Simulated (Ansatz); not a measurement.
Theory: DFT PBE, scalar-relativistic, plane waves, PAW in Ansatz 0.2.0. All cells share a 420 eV cutoff and Γ-centred k meshes spaced about 0.3 Å⁻¹ or finer (0.25 for metals, 2π included). No spin polarisation.

All energies are static (0 K, no zero-point motion).

Two relaxed structures of ScGa5S:

A.

```yaml
crystal:
  lattice:
    - [3.83687, 0.00000, 0.00000]
    - [0.00000, 3.83687, 0.00000]
    - [0.00000, 0.00000, 9.02774]
  atoms:
    - { symbol: Sc, position: [0.00000, 0.00000, 0.50000] }
    - { symbol: Ga, position: [0.50000, 0.00000, 0.78738] }
    - { symbol: Ga, position: [0.00000, 0.50000, 0.21262] }
    - { symbol: Ga, position: [0.00000, 0.50000, 0.78738] }
    - { symbol: Ga, position: [0.50000, 0.00000, 0.21262] }
    - { symbol: Ga, position: [0.50000, 0.50000, 0.00000] }
    - { symbol: S, position: [0.50000, 0.50000, 0.50000] }
```

B.

```yaml
crystal:
  lattice:
    - [3.55006, 0.00000, 0.00000]
    - [0.00000, 3.55006, 0.00000]
    - [0.00000, 0.00000, 20.78969]
  atoms:
    - { symbol: Sc, position: [0.00000, 0.50000, 0.91350] }
    - { symbol: Sc, position: [0.50000, 0.00000, 0.08650] }
    - { symbol: Ga, position: [0.00000, 0.50000, 0.75714] }
    - { symbol: Ga, position: [0.00000, 0.50000, 0.61109] }
    - { symbol: Ga, position: [0.00000, 0.50000, 0.18245] }
    - { symbol: Ga, position: [0.00000, 0.50000, 0.31896] }
    - { symbol: Ga, position: [0.00000, 0.50000, 0.46411] }
    - { symbol: Ga, position: [0.50000, 0.00000, 0.24286] }
    - { symbol: Ga, position: [0.50000, 0.00000, 0.38891] }
    - { symbol: Ga, position: [0.50000, 0.00000, 0.81755] }
    - { symbol: Ga, position: [0.50000, 0.00000, 0.68104] }
    - { symbol: Ga, position: [0.50000, 0.00000, 0.53589] }
    - { symbol: S, position: [0.00000, 0.50000, 0.04923] }
    - { symbol: S, position: [0.50000, 0.00000, 0.95077] }
```

Task: Which would you expect to be lower, and how large is the difference?

Result: B is lower, by 105 meV/atom. A has space group P4/mmm (No. 123), 19.0 Å³/atom and no gap on its mesh; B has space group P4/nmm (No. 129), 18.7 Å³/atom and no gap. Counting Ga or Sc atoms around S (for each partner element, those within 1.25 times its shortest distance or 1.15 times the sum of covalent radii, where it is the nearest in units of that sum or under 1.3; a plus sign parts groups by distance over the sum of covalent radii), A has S 4 and B has S 5+1. In A, around Sc lie 4 S at 2.71 Å and 8 Ga at 3.23 Å; around Ga on a site of symmetry 2mm lie 6 Ga at 2.71 Å, 2 S at 3.23 Å and 2 Sc at 3.23 Å; around S lie 4 Sc at 2.71 Å and 8 Ga at 3.23 Å; 1 more site not described. In B, Sc has 4 S at 2.63 Å, 1 S at 2.82 Å, 5 Ga at 3.21–3.25 Å and 4 Sc at 3.55 Å; Ga on its first site is surrounded by 9 Ga at 2.81–3.04 Å, 1 Sc at 3.25 Å and 4 Ga at 3.55 Å; S is surrounded by 4 Sc at 2.63 Å, 1 Ga at 2.77 Å and 1 Sc at 2.82 Å; 4 more sites not described. Both come from trial cells of a structure search.

Trial moments fell under 0.15 μB along the way in P4/mmm and P4/nmm; another start might hold them. Cells relaxed within their symmetry can be saddle points.
